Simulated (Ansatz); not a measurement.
# CdSe: computed property card

CdSe:
```
CdSe
1.0
    4.30094     0.00000     0.00000
   -2.15047     3.72472     0.00000
    0.00000     0.00000    14.04362
Cd Se
4 4
Direct
  0.00000   0.00000   0.00030
  0.00000   0.00000   0.50030
  0.66667   0.33333   0.75019
  0.33333   0.66667   0.25019
  0.00000   0.00000   0.81271
  0.00000   0.00000   0.31271
  0.66667   0.33333   0.56243
  0.33333   0.66667   0.06243
```

Space group P6_3mc (No. 186); conventional cell a = b = 4.301 Å, c = 14.044 Å, α = β = 90.00°, γ = 120.00°.

Method: DFT-PBEsol in the program Ansatz with PAW potentials. The cell and atoms are relaxed at this level. Other levels are named where they apply.

Cell and energy:

* **Volume per atom**: 28.12 Å³
* **Density**: 5.65 g/cm³
* **Formation energy from the elements (no fitted shifts)**: -0.57 eV/atom

Electronic structure:

- Band gap: 0.51 eV (direct)
- Valence-band maximum: at Γ
- Conduction-band minimum: at Γ
- Electron effective mass: 0.051 mₑ (isotropic)
- Electron effective mass with spin–orbit coupling: 0.047 mₑ (isotropic)
- Hole effective mass, band 1 of 2 at the edge: 1.4 along x, 1.4 along z (mₑ)
- Hole effective mass, band 2 of 2 at the edge: 0.053 along x, 1.4 along z (mₑ)
- Hole effective mass with spin–orbit coupling: 0.078, 0.078, 1.4 mₑ (principal values)
- HSE06 gap on the PBEsol cell: 1.58 eV
- Gap with spin–orbit coupling: 0.39 eV

Mechanics:

Bulk modulus (Birch–Murnaghan fit): 51.9 GPa
Pressure derivative B′: 4.7
Elastic constants (relaxed ions, GPa): C11 = 73.8, C12 = 44.5, C13 = 37.3, C33 = 82.2, C44 = 13.1
Mechanical stability: stable (all eigenvalues of C positive)
Hill bulk and shear moduli: 52.0 and 15.3 GPa
Young's modulus: 41.7 GPa
Poisson's ratio: 0.37
Debye temperature from the elastic constants: 181 K
Piezoelectric stress constants (proper, relaxed ions, C/m²): e15 = e24 = 0.08, e31 = e32 = 0.11, e33 = -0.19

A made-up cell: these elements were put on the sites of a structure type. Its sites differ from those of the usual phase in this space group: another stacking or structure type. The PBEsol relaxation kept the symmetry of its start; its stability against distortions is not shown here. Signs of piezoelectric constants follow the polarity of the cell as given. The references are the lowest solids computed at this level, not always the standard phases. Spin–orbit coupling is left out wherever it is not named.

Potentials: the later of the program's two PAW sets.
